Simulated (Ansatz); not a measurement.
LDA, PBE, PBEsol and r²SCAN on GdO

```yaml
crystal:
  lattice:
    - [0.00000, 2.69613, 2.69613]
    - [2.69613, 0.00000, 2.69613]
    - [2.69613, 2.69613, 0.00000]
  atoms:
    - { symbol: Gd, position: [0.00000, 0.00000, 0.00000] }
    - { symbol: O, position: [0.75000, 0.75000, 0.75000] }
```

Atom numbers follow the list: Gd1, O2.

Structure from Materials Project entry mp-7870 (possibly hypothetical), not relaxed further.

Semilocal functionals without a Hubbard term describe localised f shells poorly; where the shell is localised, the real material differs.

The magnetic state is the one reached from the start moments; no search over orders was made, so it needn't be the ground state.

Spin–orbit coupling is left out, though it moves levels of the heavy atoms by tenths of an eV or more.

One fixed cell is solved with several functionals by PAW (frozen-core files) in Ansatz 0.2.0, scalar-relativistically. A positive pressure means that the functional wants a larger cell.

The PAW files were made with PBE; their cores are remade for each functional.

Sampling and basis: a Γ-centred 13×13×13 k mesh, Fermi–Dirac smearing of 0.08 eV, cutoff 420 eV, spin-polarised from start moments Gd1 7 μB; the PAW files were made with PBE, and the program remakes their frozen cores for this functional.

Cutoffs: PBEsol 420 eV, LDA 420 eV, r²SCAN 500 eV, PBE 420 eV.

```tsv
setting	P (GPa)	spin moment on Gd1 (μB)	lowest spin-up level at Γ above −25 eV, from the valence-band top or, without a gap, the Fermi level (eV)
PBEsol	-4.04	6.80	-22.68
LDA	-7.29	6.68	-22.46
r²SCAN	-1.89	7.02	-24.09
PBE	-0.13	6.81	-22.74
```
